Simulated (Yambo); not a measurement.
Quantum ESPRESSO input (LDA, PseudoDojo standard norm-conserving files, scalar-relativistic) whose wavefunctions are converted with p2y:

```
&CONTROL
  calculation = 'nscf'
  pseudo_dir = './pseudo'
  outdir = './out'
/
&SYSTEM
  ibrav = 0
  nat = 5
  ntyp = 3
  ecutwfc = 84.0
  ecutrho = 336.0
  occupations = 'fixed'
  force_symmorphic = .true.
  nbnd = 143
/
&ELECTRONS
  conv_thr = 5e-09
  diago_full_acc = .true.
  diago_thr_init = 1e-08
/
ATOMIC_SPECIES
F 18.9984 F.upf
K 39.0983 K.upf
Hg 200.5920 Hg.upf
CELL_PARAMETERS angstrom
  3.201965000000  -3.208095000000   0.000000000000
  3.201965000000   3.208095000000   0.000000000000
  0.000000000000   0.000000000000   4.524390000000
ATOMIC_POSITIONS crystal
F   0.000000000000   0.500000000000   0.000000000000
F   0.500000000000   0.000000000000   0.000000000000
F   0.500000000000   0.500000000000   0.500000000000
K   0.000000000000   0.000000000000   0.500000000000
Hg   0.500000000000   0.500000000000   0.000000000000
K_POINTS automatic
1 1 1 0 0 0
```

Yambo's initialisation report on symmetry, reciprocal space, the k grid and the gaps on this mesh:

```
  [02.02] Symmetries
  ==================

  Inversion symmetry    : yes
  Spatial inversion     : yes
  Inversion index       :   5
  K-space Time-reversal : no
  Magnetic symmetries   : no
  Group table correct   : yes
  Symmetries units      :  [cc]

  [02.03] Reciprocal space
  ========================

  nG shells         :   8688
  nG charge         :   65133
  nG WFs            :   8217
  nC WFs            :   8217
  G-vecs. in first 80 shells:  [ Number ]
    1   5   7   9  17  19  23  27  31
    33   37   45   49   57   65   69   77   81
    83   91   93   97  101  109  113  121  123
   127  135  139  147  155  163  167  171  175
   179  183  191  195  203  211  219  227  235
   243  251  255  257  261  269  277  281  285
    293   297   305   307   315   323   331   333   337
    341   345   353   357   365   369   377   381   389
    397   405   413   421   429   437   441   449
  ...
  Shell energy in first 80 shells:  [ mHa ]
    0.00000      269.054      270.030      537.078      539.084      539.137      807.108      809.167      1076.21
    1080.12      1343.21      1346.24      1347.33      1349.17      1613.24      1617.20      1617.36      1619.26
    2148.31      2156.33      2156.55      2418.34      2421.48      2423.33      2426.58      2427.45      2430.27
    2687.45      2691.51      2693.62      2699.32      2957.48      2963.65      2967.35      2969.41      3228.43
    3236.67      3491.52      3501.60      3503.87      3506.48      3761.55      3767.57      3773.48      3773.74
    3773.90      3777.60      4304.86      4320.48      4569.80      4571.64      4574.89      4578.03      4578.58
    4583.99      4586.82      4589.53      4833.70      4839.83      4848.06      4851.75      4852.23      4857.56
    4859.62      5103.73      5117.72      5122.26      5123.89      5372.84      5384.98      5389.31      5396.69
    5642.87      5649.92      5658.15      5659.34      5663.69      5667.81      5913.82      5921.79
  ...

  [02.04] K-grid lattice
  ======================

  Compatible Grid is   : 0D
  K lattice UC volume  :  0.395448 [a.u.]

  IBZ K-points                                      :  1
  BZ  K-points                                      :  1

  K/Q-points units:
  rlu = crystal or reduced units; cc = cartesian coordinates; iku = interal k-units

  K [1]          [rlu]:  0.000000  0.000000  0.000000
         WF components:   8217

  [02.05] Energies & Occupations
  ==============================

  [X] === General ===
  [X] Electronic Temperature                        :  0.000000  0.000000 [eV K]
  [X] Bosonic    Temperature                        :  0.000000  0.000000 [eV K]
  [X] Finite Temperature mode                       : no
  [X] El. density                                   :  0.53792E+24 [cm-3]
  [X] Fermi Level                                   :  1.527225 [eV]

  [X] === Gaps and Widths ===
  [X] Conduction Band Min                           :  2.879429 [eV]
  [X] Valence Band Max                              :  0.000000 [eV]
  [X] Filled Bands                                  :  25
  [X] Empty Bands                                   :   26  143
  [X] Direct Gap                                    :  2.879429 [eV]
  [X] Direct Gap localized at k                     :  1
```
The gaps are LDA values on this mesh alone; only operations without fractional translations are kept.

Spin-orbit coupling is not included.

Geometry of the Materials Project entry, not relaxed at this level.
